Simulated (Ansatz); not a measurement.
# YbB$_{2}$Ru$_{3}$: reading a single point

```
Yb B Ru
1.0
     2.62750    4.57907    0.09338
    -2.85811    4.71221    0.05498
     0.02115    0.04716    2.99437
Yb B Ru
1 2 3
Direct
  0.00381 0.02826 0.97252
  0.28418 0.35465 0.99978
  0.67294 0.65833 0.92718
  0.46181 0.48474 0.51001
  0.49282 0.01807 0.49102
  0.97210 0.49375 0.55068
```

Single point in Ansatz 0.2.0 with m-r2SCAN, no spin polarisation. Cutoff 500 eV, PAW datasets, 4×4×6 (shifted by 0, 0, 0.5 steps) k mesh, fermi-dirac filling (width 0.0214 eV).

**Forces.** The largest is on B3: 6.96 eV/Å, components (-4.65, -2.02, 4.77). It makes 176° with the line to a nearest neighbour, Ru6 at 1.77 Å, pointing away from it.
**Stress.** The pressure is 16.9 GPa (compression positive), so with the atoms held at these fractions the cell would first expand; the forces are large, so a full relaxation may end otherwise. The principal stresses 5.6, 9.5, 35.7 GPa differ, so its shape would change too.
**Electronic structure.** It is a metal, with about 10 states/eV a cell as the mean within 0.25 eV of the Fermi level, mostly Yb f (56 %) and Ru d (36 %).

Origin: a strained cell with displaced atoms, so it need not be a known compound. Caveats: no spin polarisation, so a magnetic state may lie lower; the k mesh is coarse if the cell is a metal; atoms or cell far from equilibrium; f levels without a U or exact exchange are poorly placed; m-r2SCAN is r2SCAN with a changed spin dependence that lowers moments.
